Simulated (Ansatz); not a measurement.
The relaxed structure here is a generated cell of GeSe: the first start was made by placing the elements on the sites of a structure type, and the end was not matched to a known phase here, so it may be hypothetical. Known forms of GeSe include space group No. 62.

One stationary structure of GeSe. Space group P6₃mc (No. 186). Computed with PBEsol (plane waves to 420 eV, PAW, scalar-relativistic; Ansatz, a first-principles code).

```cif
data_Ge6Se6
_chemical_formula_sum 'Ge6 Se6'
_space_group_name_H-M_alt 'P 1'
_space_group_IT_number 1
_cell_length_a 4.72024
_cell_length_b 4.72024
_cell_length_c 16.11306
_cell_angle_alpha 90.000
_cell_angle_beta 90.000
_cell_angle_gamma 120.000
loop_
_space_group_symop_operation_xyz
  'x, y, z'
loop_
_atom_site_label
_atom_site_type_symbol
_atom_site_fract_x
_atom_site_fract_y
_atom_site_fract_z
_atom_site_occupancy
Ge1 Ge 0.00000 0.00000 0.98164 1
Ge2 Ge 0.00000 0.00000 0.48164 1
Ge3 Ge 0.33333 0.66667 0.15547 1
Ge4 Ge 0.66667 0.33333 0.65547 1
Ge5 Ge 0.33333 0.66667 0.81227 1
Ge6 Ge 0.66667 0.33333 0.31227 1
Se1 Se 0.00000 0.00000 0.14236 1
Se2 Se 0.00000 0.00000 0.64236 1
Se3 Se 0.33333 0.66667 0.31436 1
Se4 Se 0.66667 0.33333 0.81436 1
Se5 Se 0.33333 0.66667 0.97020 1
Se6 Se 0.66667 0.33333 0.47020 1
```

Question: Give the band gap at the level PBEsol.

Answer: 0.63 eV, indirect (valence top at k = (0.2857, 0.2857, 0), conduction bottom at k = (0.1429, 0.1429, 0)) (no spin-orbit coupling).

Question: Predict the smallest direct gap from PBEsol.

Answer: 1.18 eV at k = (0.2857, 0.2857, 0).

No spin polarisation in the result.

The run could not lose the symmetry of its start: the end is stationary, and may be a saddle point rather than a minimum.
